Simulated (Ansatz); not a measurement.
Si in space group C2/m (No. 12; Si on 4i, Si on 4i, Si on 4i, Si on 4i) at seven volumes, DFT-r²SCAN in the program Ansatz with PAW potentials, shape and atoms relaxed at each. One row is withheld.

```tsv
V (Å³/atom)	P (GPa)
19.064	10.00
19.692	6.16
20.321	?
20.949	0.00
21.578	-2.44
22.206	-4.54
22.835	-6.32
```

Question: Fit the shown pressures and predict the withheld one.

Answer: Third-order Birch–Murnaghan: P = (3/2)B₀(x^(7/2) − x^(5/2))[1 + (3/4)(B′ − 4)(x − 1)] with x = (V₀/V)^(2/3). Least squares on the six rows gives V₀ = 20.949 Å³/atom, B₀ = 87.53 GPa, B′ = 4.08. At V = 20.321, x = 1.0205 and P = 2.83 GPa. The run itself gave 2.85 GPa.

The workflow started from a Materials Project entry (that database holds measured and hypothetical structures alike); the Crystallography Open Database copy checked does not list it. It is not the phase usual at ambient conditions (space group No. 227). Symmetry was held in the r²SCAN relaxation; its stability against distortions is not shown here.

Potentials: the earlier of the program's two PAW sets. The files were generated under PBE; for other functionals the program regenerates the frozen cores, and for LDA and PBEsol the local potential too.
